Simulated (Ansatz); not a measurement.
Sb$_{2}$S$_{3}$:
```cif
data_S12Sb8
_chemical_formula_sum 'Sb8 S12'
_space_group_name_H-M_alt 'P 1'
_space_group_IT_number 1
_cell_length_a 11.16145
_cell_length_b 3.84509
_cell_length_c 10.94246
_cell_angle_alpha 90.000
_cell_angle_beta 90.000
_cell_angle_gamma 90.000
loop_
_space_group_symop_operation_xyz
  'x, y, z'
loop_
_atom_site_label
_atom_site_type_symbol
_atom_site_fract_x
_atom_site_fract_y
_atom_site_fract_z
_atom_site_occupancy
Sb1 Sb 0.47894 0.25000 0.32626 1
Sb2 Sb 0.02106 0.75000 0.82626 1
Sb3 Sb 0.97894 0.25000 0.17374 1
Sb4 Sb 0.52106 0.75000 0.67374 1
Sb5 Sb 0.34555 0.75000 0.03435 1
Sb6 Sb 0.15445 0.25000 0.53435 1
Sb7 Sb 0.84555 0.75000 0.46565 1
Sb8 Sb 0.65445 0.25000 0.96565 1
S1 S 0.28881 0.25000 0.19367 1
S2 S 0.21119 0.75000 0.69367 1
S3 S 0.78881 0.25000 0.30633 1
S4 S 0.71119 0.75000 0.80633 1
S5 S 0.55066 0.75000 0.12664 1
S6 S 0.94934 0.25000 0.62664 1
S7 S 0.05066 0.75000 0.37336 1
S8 S 0.44934 0.25000 0.87336 1
S9 S 0.37547 0.75000 0.44139 1
S10 S 0.12453 0.25000 0.94139 1
S11 S 0.87547 0.75000 0.05861 1
S12 S 0.62453 0.25000 0.55861 1
```

Relaxed with PBE+D3(BJ). DFT-PBE+D3(BJ) in the program Ansatz with PAW potentials gives a gap of 1.21 eV.

Question: What gap does HSE06 give on the same cell (Ansatz, PAW)?

Answer: 1.66 eV, 0.45 eV more. The hybrid was solved on a coarser mesh and at special points; the gap given is the minimum over both.

```json
[
 {"k": "Γ", "v1 PBE+D3(BJ)": "0.00", "c1 PBE+D3(BJ)": "1.21", "v1 HSE06": "0.00", "c1 HSE06": "1.66"},
 {"k": "X", "v1 PBE+D3(BJ)": "-0.06", "c1 PBE+D3(BJ)": "1.50", "v1 HSE06": "…", "c1 HSE06": "…"},
 {"k": "Z", "v1 PBE+D3(BJ)": "-0.15", "c1 PBE+D3(BJ)": "1.27", "v1 HSE06": "-0.24", "c1 HSE06": "1.75"},
 {"k": "U", "v1 PBE+D3(BJ)": "-0.36", "c1 PBE+D3(BJ)": "1.33", "v1 HSE06": "…", "c1 HSE06": "…"},
 {"k": "Y", "v1 PBE+D3(BJ)": "-0.14", "c1 PBE+D3(BJ)": "1.94", "v1 HSE06": "-0.24", "c1 HSE06": "2.48"},
 {"k": "S", "v1 PBE+D3(BJ)": "-0.41", "c1 PBE+D3(BJ)": "2.17", "v1 HSE06": "-0.57", "c1 HSE06": "2.72"},
 {"k": "T", "v1 PBE+D3(BJ)": "-0.50", "c1 PBE+D3(BJ)": "1.75", "v1 HSE06": "…", "c1 HSE06": "…"},
 {"k": "R", "v1 PBE+D3(BJ)": "-0.84", "c1 PBE+D3(BJ)": "1.97", "v1 HSE06": "…", "c1 HSE06": "…"}
]
```

Question: Top valence (v1) and lowest conduction level (c1) in eV from each method's valence maximum (which need not be a listed point): supply the withheld HSE06 values.

Answer: 
- T, v1 HSE06: -0.65
- T, c1 HSE06: 2.27
- U, v1 HSE06: -0.47
- U, c1 HSE06: 1.83
- X, v1 HSE06: -0.15
- X, c1 HSE06: 1.99
- R, v1 HSE06: -1.03
- R, c1 HSE06: 2.50

Cost on shared cores: the PBE+D3(BJ) run (SCF on a 3×7×3 mesh, then bands and DOS) around 20 core-minutes (rough), the HSE06 run (SCF on 2×4×2, then a few points) roughly 40 core-minutes; the tasks are unlike.

Space group Pnma. The PBE+D3(BJ) relaxation kept the symmetry of its start. Scalar-relativistic: spin–orbit coupling is off unless named, which matters more the heavier the elements.

Potentials: the later of the program's two PAW sets.
